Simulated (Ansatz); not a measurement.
Si:
```
Si
1.0
   -3.32367     3.32367     3.32367
    3.32367    -3.32367     3.32367
    3.32367     3.32367    -3.32367
Si
8
Direct
  0.20144   0.20144   0.20144
  0.50000   0.00000   0.29856
  0.29856   0.50000   0.00000
  0.00000   0.29856   0.50000
  0.79856   0.79856   0.79856
  0.50000   0.00000   0.70144
  0.70144   0.50000   0.00000
  0.00000   0.70144   0.50000
```

Relaxed with r²SCAN. Special points in fractions of this cell's reciprocal vectors: Γ (0.000, 0.000, 0.000); H (0.500, -0.500, 0.500); N (0.000, 0.000, 0.500); P (0.250, 0.250, 0.250).

Task: List the band energies nearest the Fermi level at these points for r²SCAN in the plane-wave PAW code Ansatz.

Result: In eV from the Fermi level; about four levels below and three above (degenerate sets whole), none deeper than 8.9 eV; points with the same levels are listed once.

| k | below | above |
|---|---|---|
| Γ | -4.24 -4.24 -4.24 -1.57 -1.57 -0.98 | 1.85 1.85 1.85 |
| H | -2.74 -2.74 -2.74 -0.43 | 0.07 0.07 0.07 |
| N | -2.33 -2.33 -1.45 -1.45 | 0.55 0.55 2.29 2.29 |
| P | -3.27 -3.27 -3.27 -3.27 | 2.42 2.42 2.42 2.42 |

Space group Ia-3. The workflow started from an entry of the Crystallography Open Database (COD), which files this formula under 3 space groups. It is not the phase usual at ambient conditions (space group No. 227). The r²SCAN relaxation kept the symmetry of its start; of distortions, only those at the zone centre were tested. The Fermi level of a semimetal is unsure by some 0.05 eV on such meshes.

Potentials: the earlier of the program's two PAW sets.
